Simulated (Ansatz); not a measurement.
# Zone-centre phonons of HfTe: input and output

Computed with DFT PBEsol, scalar-relativistic, plane waves, PAW (Ansatz 0.2.0).

It can be run as:
```bash
ansatz run input.yaml --threads 1 --pin off --backend cpu --events-out ev --progress --plain --runs-dir out  # memory cap (--max-ram) not shown
```

Input (bare energies are in eV):
```yaml
crystal:
  lattice:
    - [0.0, 2.8801688544, 2.8801688544]
    - [2.8801688544, 0.0, 2.8801688544]
    - [2.8801688544, 2.8801688544, 0.0]
  atoms:
    - { symbol: Hf, position: [0.0, 0.0, 0.0] }
    - { symbol: Te, position: [0.5, 0.5, 0.5] }
basis:
  ecutwfc: 420
kpoints:
  mp_grid: { grid: [12, 12, 12] }
hamiltonian:
  xc: pbesol
scf:
  occupations: { method: fermi_dirac, width: 0.15 }
output:
  eigenvalues: true
phonons:
  method: dfpt
  eigenvectors: true
```

The end of the output:
```
--- Phonons (Γ-DFPT): 2 representative perturbations + reference, on 163 of 1728 k-points (Σ response iterations 7) ---
  k mesh reduced under 8 symmetry operations, with k and −k counted as one. Each operation leaves every solved perturbation unchanged. A smaller set is not used because it would not reduce the number of displacements ...
  ASR residual: 5.990e-4 → 0.000e0 eV/Å²; symmetrization residual: 2.735e-5 eV/Å²
  ASR residual per site (eV/Å²): 5.99e-4 9.08e-5
  Γ frequencies (cm⁻¹): 0.00 0.00 0.00 135.41 135.41 135.41
  non-analytic LO–TO correction: not included (Born effective charges unavailable; polar crystals: no LO–TO splitting at Γ)
```

The cell was built by swapping an element in a database structure (itself possibly hypothetical) and relaxing; it need not be the stable form of this composition. In a metal, frequencies and elastic constants depend on the k mesh and the smearing, soft modes and shear constants most. Spin–orbit coupling is left out, which can shift energies with elements as heavy as these.